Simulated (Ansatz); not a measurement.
The relaxed structure here is a generated cell of CoPdO2: the first start was made by a random draw of sites in a space group, and the end was not matched to a known phase here, so it may be hypothetical.

The end point of a relaxation of CoPdO$_{2}$. Space group I4₁22 (No. 98). The numbers are results of PBEsol (plane waves to 420 eV, PAW, scalar-relativistic; Ansatz, an electronic-structure program), not measurements.

```cif
data_Co2O4Pd2
_chemical_formula_sum 'Co2 O4 Pd2'
_space_group_name_H-M_alt 'P 1'
_space_group_IT_number 1
_cell_length_a 5.92114
_cell_length_b 5.92114
_cell_length_c 5.92114
_cell_angle_alpha 139.644
_cell_angle_beta 139.644
_cell_angle_gamma 58.394
loop_
_space_group_symop_operation_xyz
  'x, y, z'
loop_
_atom_site_label
_atom_site_type_symbol
_atom_site_fract_x
_atom_site_fract_y
_atom_site_fract_z
_atom_site_occupancy
Co1 Co 0.50000 0.50000 0.00000 1
Co2 Co 0.25000 0.75000 0.50000 1
O1 O 0.37500 0.40640 0.53140 1
O2 O 0.87500 0.84360 0.46860 1
O3 O 0.15640 0.12500 0.53140 1
O4 O 0.59360 0.62500 0.46860 1
Pd1 Pd 0.00000 0.00000 0.00000 1
Pd2 Pd 0.75000 0.25000 0.50000 1
```

```json
{
 "volume_per_atom": "10.78 Å³",
 "band_gap": "zero (metallic)",
 "magnetic_moment": "net 0.20 μB/atom, ferromagnetic",
 "shortest_distances": "Co–O 1.87 Å; O–Pd 2.01 Å; O–O 2.59 Å; Co–Pd 2.89 Å",
 "k-mesh": "14×14×14"
}
```

Spin state reached: ferromagnetic (net 0.20 μB/atom), from parallel starting moments; other spin orders were not run from this start. No Hubbard U is applied. A magnetic insulating state can be missed without it.

The run could not lose the symmetry of its start, so the end can be a saddle point.
